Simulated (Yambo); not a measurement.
```xyz
8
Lattice="3.0262 0.0000 0.0000 0.0000 3.0262 0.0000 0.0000 0.0000 8.5532" Properties=species:S:1:pos:R:3 pbc="T T T"
O      0.0000     0.0000     2.1647
O      0.0000     0.0000     6.3886
O      1.5131     1.5131     0.0000
O      1.5131     1.5131     4.2766
Mg     1.5131     1.5131     6.4186
Mg     1.5131     1.5131     2.1346
Mg     0.0000     0.0000     4.2766
Zn     0.0000     0.0000     0.0000
```

Response from Yambo on PBEsol (pw.x of Quantum ESPRESSO, ONCV potentials, without SOC) bands: 12×12×4 mesh, 81 bands, 3 Ry local-field block, 0.2 eV broadening.

### Question
Give the static electronic dielectric constant without and with local fields along each axis.

### Answer
```json
[
 {"field along": "x", "ε(0), independent particles": "3.85", "ε(0), RPA with local fields": "3.73", "refractive index √ε": "1.93"},
 {"field along": "z", "ε(0), independent particles": "3.79", "ε(0), RPA with local fields": "3.63", "refractive index √ε": "1.91"}
]
```
Electronic (clamped-ion) response only. PBEsol gaps are usually too small, which raises these values. Convergence of the RPA response with its 12×12×4 mesh was not tested. x, y and z are Cartesian axes of the cell as given.

Geometry of the Materials Project entry, not relaxed at this level.

The structure is a Materials Project entry; no match was found in the copy of COD used, and its stability was not checked.
